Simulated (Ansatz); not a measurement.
## Ba₃AlN₃ — 27Al NMR of the central transition

Cell: a computed structure from the Materials Project (it need not be an observed phase).

Space group P6_3/m (No. 176); a = 8.3847, c = 5.6100 Å, γ = 120.00°.

| site | Wyckoff | site symmetry | x | y | z |
| --- | --- | --- | --- | --- | --- |
| Ba | 6h | m.. | 0.9423 | 0.6367 | 0.2500 |
| Al | 2c | -6.. | 0.6667 | 0.3333 | 0.7500 |
| N | 6h | m.. | 0.8754 | 0.5657 | 0.7500 |

One atom of each set is listed.

Method: Kohn–Sham DFT in Ansatz, PBE, plane waves and PAW, scalar-relativistic, 420 eV cutoff, Γ-centred 4×4×5 k-points, Fermi–Dirac smearing 0.02 eV.

27Al has I = 5/2 and Q = 146.6 mb (Pyykkö 2018); at 35.2 T its Larmor frequency is ν₀ = 390.8 MHz. Only the quadrupole interaction is simulated: positions count from each site's isotropic chemical shift, and J coupling is left out, as are shift anisotropy and dipolar coupling, which fast spinning averages.

Simulated pattern of one Al site (fast magic-angle spinning, Gaussian broadening 0.4 kHz):

```csv
offset (kHz),height
-23.60,0
-22.67,4
-21.74,6
-20.81,6
-19.88,7
-18.94,7
-18.01,7
-17.08,7
-16.15,8
-15.22,8
-14.29,86
-13.36,74
-12.43,55
-11.49,49
-10.56,45
-9.63,44
-8.70,44
-7.77,46
-6.84,49
-5.91,55
-4.98,66
-4.05,100
-3.11,93
-2.18,0
```

**Question.** Which |C_Q| and η does the pattern imply?

**Answer.** The pattern spans 19.5 kHz before broadening and its centre of gravity is at -9.12 kHz, which fixes P_Q; the places of the horns and steps fix η. That gives P_Q = 24.4 MHz, |C_Q| = 24.4 MHz and η = 0.00. The sign of C_Q can't be read from the pattern.

An axis of threefold or higher order runs through Al, so V_zz lies along it and η is zero.

With a gap of 0.3 eV on this mesh, the gradients can still move by some per cent as the k-mesh gets denser.

The run took 48 s of wall time (48 s of CPU time) and 0.69 GiB at its peak, on 1 thread of Arm Neoverse N1 (aarch64; 8 cores open to the job, memory cap 2.5 GiB, no GPU), a shared host with a load of 0.3 a core.
